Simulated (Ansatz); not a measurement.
**AuS in the rocksalt structure**

Method: PBEsol, scalar-relativistic; no spin polarisation; PAW, 420 eV, 10×10×10 k-mesh, Gaussian smearing of 0.05 eV; code Ansatz; PAW files: Ansatz's generated set soft_2.

```cif
data_structure
_symmetry_space_group_name_H-M 'Fm-3m'
_symmetry_Int_Tables_number 225
_cell_length_a 5.1772
_cell_length_b 5.1772
_cell_length_c 5.1772
_cell_angle_alpha 90.000
_cell_angle_beta 90.000
_cell_angle_gamma 90.000
_cell_volume 138.77
loop_
_atom_site_label
_atom_site_type_symbol
_atom_site_symmetry_multiplicity
_atom_site_Wyckoff_symbol
_atom_site_fract_x
_atom_site_fract_y
_atom_site_fract_z
_atom_site_occupancy
Au1 Au 4 b 0.50000 0.00000 0.00000 1
S1 S 4 a 0.00000 0.00000 0.00000 1
```

The structure was built from a prototype; whether the compound forms in it isn't claimed.

The cell above was scaled in volume, its shape and atoms being fixed by the lattice's symmetry. Energies are counted from the cell above.

```
V (Å³/atom)  ΔE (meV/atom)  P from the stress (GPa)
     16.652          11.80                     5.62
     16.999           2.85                     2.64
     17.346           0.00                     0.00
     17.693           2.57                    -2.36
     18.040           9.97                    -4.45
```

Problem. Do the energies and the pressures agree? Compare −ΔE/ΔV between neighbouring points (1 meV/Å³ = 0.1602 GPa) with the mean of their pressures.

Solution. 
```
interval (Å³/atom)  −ΔE/ΔV (GPa)  mean P (GPa)
    16.65 to 17.00           4.1           4.1
    17.00 to 17.35           1.3           1.3
    17.35 to 17.69          -1.2          -1.2
    17.69 to 18.04          -3.4          -3.4
```
They differ by 0.01 GPa at most.

Problem. What do the two routes give for V0, B0 and B0′?

Solution. A third-order Birch–Murnaghan fit of the energies: V0 = 17.35 Å³/atom, B0 = 125 GPa, B0′ = 4.8. A polynomial of P in ln V, with B = −dP/d ln V at P = 0: V0 = 17.35 Å³/atom, B0 = 125 GPa, B0′ = 4.8.

B0·V0 = 125.0 GPa × 17.35 Å³ = 13.53 eV/atom sets the scale: near the minimum ΔE ≈ ½ B0 V0 x², with x = V/V0 − 1, and a pressure of 1.2 GPa squeezes the volume by about 1 %. At the ends of the curve: x = −4.0 % predicts 10.9 meV/atom and the run gives 11.8; x = +4.0 % predicts 10.7 meV/atom and the run gives 10.0. Compression costs more and expansion less than the parabola says, since the crystal stiffens as it shrinks; B0′ measures that.

Spin–orbit coupling, which matters for such heavy elements, is left out. The cell is a metal with an odd number of electrons, and spin polarisation wasn't tried.
